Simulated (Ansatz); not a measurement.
Ansatz input

```yaml
crystal:
  lattice:
    - [0.0, 3.1119861359, 3.1119861359]
    - [3.1119861359, 0.0, 3.1119861359]
    - [3.1119861359, 3.1119861359, 0.0]
  atoms:
    - { symbol: Se, position: [0.125, 0.125, 0.125] }
    - { symbol: Se, position: [0.875, 0.875, 0.875] }
hamiltonian:
  xc: pbesol
  pseudopotentials:
    kind: paw
    azcp:
      Se: "pseudopotentials/Se.paw.azcp"
basis:
  ecutwfc: 420
  fft_grid_basis: typed
kpoints:
  mp_grid: { grid: [14, 14, 14], shift: [0, 0, 0] }
magnetization:
  spin_polarized: false
scf:
  occupations: { method: fermi_dirac, width: 0.1 }
```

and its output:

```
Warning: the record states the generating functional pbe (its physics header spells it `PBE`), which answers neither for hamiltonian.xc's functional nor for the pbesol family's — results may be inconsistent (PPs are generated against a specific XC)
Engine: ansatz 0.2.0, aarch64-unknown-linux-gnu
Pseudopotentials: kind: paw
Pseudopotential: Se, paw, valence charge 16, recommended cutoff 420 eV (normal) 
Functional definition: PBEsol
  exchange = pbesol_x
  correlation = pbesol_c
Crystal: 2 atoms, lattice volume = 60.276 Å³
Basis set: ecut = 420 eV, 1243 PW (Γ)
Bands: 20, of which v1, the nominal top of the filled ones, is band 16 counted from 1 (15 counted from 0)
Symmetry: 48 space group operations
Space group: Fd-3m (ITA 227), of the structure as read, at distance tolerance 3.9e-5 Å
k-points: 104 of 2744
Non-local potential: Se, projectors of the file, l = 0: 2, l = 1: 2, l = 2: 3, l = 3: 1
PAW form: soft (Blöchl's): semilocal exchange-correlation on the pseudo side does not see the compensation charge
PAW frozen core: Se, regenerated for the run's functional, and the local potential with it (the file was generated under x = pbe(κ = 0.804, μ = 0.2195149727645171), c = pbe(β = 0.06672455060314922))
PAW one-centre angular grid: Se, 590 points (default); XC on 64 Gauss nodes
Initial density: superposition of atomic densities (neutral atoms: chi_scale 0, normalization atom), corrected by the library's trained network
Initial wavefunctions: pseudopotential atomic-orbital guess
Functional: x = pbesol(κ = 0.804, μ = 0.12345679012345678), c = pbesol(β = 0.046)
SCF iter   1: F=—  HF=-10847.368302 eV  |F-HF|=—  |Δ(HF+E_count)|=         —  Δρ=1.90e-3  dr2=3.83e-3  ethr=1.77e-3  ⟨swp⟩=5.3  Hψ=9445  notcnv=0
SCF iter   2: F=—  HF=-10847.366724 eV  |F-HF|=—  |Δ(HF+E_count)|=   1.58e-3  Δρ=6.49e-4  dr2=1.42e-4  ethr=1.20e-5  ⟨swp⟩=2.0  Hψ=4598  notcnv=0
SCF iter   3: F=—  HF=-10847.366664 eV  |F-HF|=—  |Δ(HF+E_count)|=   6.04e-5  Δρ=2.58e-4  dr2=7.23e-5  ethr=4.43e-7  ⟨swp⟩=2.0  Hψ=3786  notcnv=0
SCF iter   4: F=—  HF=-10847.366607 eV  |F-HF|=—  |Δ(HF+E_count)|=   5.64e-5  Δρ=1.11e-4  dr2=1.50e-5  ethr=2.26e-7  ⟨swp⟩=2.0  Hψ=3765  notcnv=0
SCF iter   5: F=—  HF=-10847.366599 eV  |F-HF|=—  |Δ(HF+E_count)|=   8.93e-6  Δρ=2.72e-5  dr2=8.47e-7  ethr=4.69e-8  ⟨swp⟩=2.0  Hψ=3772  notcnv=0
SCF iter   6: F=-10847.366598 eV  HF=-10847.366598 eV  |F-HF|=1.07e-8  |Δ(HF+E_count)|=   4.30e-7  Δρ=3.25e-6  dr2=1.16e-8  ethr=3.13e-10  ⟨swp⟩=1.1  Hψ=6304  notcnv=0
SCF 1 converged in 6 iterations: F = -10847.366598 eV  dr2 = 1.16e-8
SCF converged after 6 iterations
Free energy (F): -10847.366598 eV
Harris-Foulkes:  -10847.366598 eV  (|F-HF|=1.07e-8)
Internal energy: -10847.310713 eV  (E = F + TS)
E sigma→0 (E₀):  -10847.338655 eV
Entropy (-TS):   -0.055885 eV (-27.943 meV/atom)
Fermi energy:    6.144657 eV
--- Per-component energies (eV) ---
  E_band       = -854.789797
  E_kinetic    = 232.472645
  E_local      = -5390.812590  (includes V_loc(G=0)·N_el)
  E_nonlocal   = -1182.405203
  E_hartree    = 2623.109161
  E_xc         = -204.296356
  E_vxc        = -192.916566  (∫ρ·V_xc dr)
  E_paw        = -3736.923001  (= ΣΔE_a)
  E_vpaw       = 432.647622  (= ΣTr[D̂ρ^β])
  E_aug_tail   = -0.001208  (compensation charges beyond the density's cutoff)
  E_ewald      = -3190.471061
  E_core_change = 2.016901  (= ΣΔE_core)
  E_smearing   = -0.055885  (= −TS)
  E_closure    = -0.000000  (closes the sum)
  Σ components = -10847.366598   (vs F -10847.366598, Δ=0.00e0)
```
